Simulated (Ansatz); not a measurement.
The elements of this relaxed trial crystal are hidden behind letters.

```
lattice vectors (Å)
   3.1655    0.0000    0.0000
  -1.5827    2.7414    0.0000
   0.0000    0.0000    5.5851
fractional positions
X 0.3333 0.6667 0.2500
X 0.6667 0.3333 0.7500
Z 0.3333 0.6667 0.5940
Z 0.3333 0.6667 0.9060
Z 0.6667 0.3333 0.4060
Z 0.6667 0.3333 0.0940
Z 0.0000 0.0000 0.2500
Z 0.0000 0.0000 0.7500
```

The calculation used DFT PBE, scalar-relativistic, plane waves, PAW (Ansatz 0.2.0). Settings of the last relaxation (8-atom cell): 420 eV, 12×12×8 k points, Gaussian smearing of 0.10 eV, no spin polarisation.

| Property | Result |
| --- | --- |
| Space group | P6_3/mmc (No. 194) |
| Conventional cell | a = 3.165 Å, c = 5.585 Å |
| Volume per atom | 6.06 Å³ |
| Density | 3.49 g/cm³ |
| Energy over the elements | −0.28 eV/atom |
| Gap on the 12×12×8 mesh of the 8-atom cell | 0 eV (a metal) |

Energies are uncorrected and count from the elements' standard states at the same level.

Problem. X is a d-block element of period 4 and Z is an s-block element of period 1. Which elements are they?

Solution. X = Ti, Z = H, so the formula is TiH3, here in the anti-Na3As type. Density times volume gives a mean mass of 3.49 × 6.06/1.6605 = 12.7 u per atom, and this set has 12.7 u. Among the elements that the hints allow, only these give it. Ti has 11 H at 1.83–2.02 Å; H on a site of symmetry 3m has 1 H at 1.74 Å, 4 Ti at 1.92–2.02 Å and 6 H at 2.02–2.11 Å; H on a site of symmetry -6m2 is surrounded by 3 Ti at 1.83 Å and 6 H at 2.02 Å.

A later test with randomly moved atoms came back to the same energy, though modes that don't fit the test's cell weren't probed.
